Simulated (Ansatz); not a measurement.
**SnSe (P4/nmm), tetragonal deformation path**

Computed with Ansatz, DFT r2SCAN, scalar-relativistic, plane waves, PAW. Cutoff 500 eV, Γ-centred 8×8×4 k-points, Gaussian smearing of 0.05 eV. No spin polarisation. Energies are free energies at this smearing, counted from the undisturbed cell; pressure is positive in compression.

Zero of the scan (as given, not relaxed at this level; it stands at 0.0 GPa; this form isn't the usual structure):

```xyz
4
Lattice="4.2853 0.0000 0.0000 0.0000 4.2853 0.0000 0.0000 0.0000 10.9907" Properties=species:S:1:pos:R:3 pbc="T T T"
Sn    2.1427    0.0000    4.0911
Sn    0.0000    2.1427    6.8996
Se    2.1427    0.0000    6.7707
Se    0.0000    2.1427    4.2200
```

The cell holds layers and no dispersion correction was added, so their binding is poorly described.

At fixed volume and fractional coordinates, lengths along (0.000, 0.000, 1.000) are scaled against those across it; ρ is that ratio over its starting value.

```
    ρ  ΔE (meV/atom) pressure (GPa) gap on the mesh (eV)
0.800          346.3             3.4                  1.87
0.850          172.4             1.7                  1.69
0.920           41.1             0.4                  1.45
0.960            9.0             0.1                  1.36
1.000            0.0             0.0                  1.32
1.050           13.3             0.2                  1.25
1.100           46.2             0.6                  1.02
1.200          147.3             1.9                  0.64
1.300          275.9             3.7                  0.35
```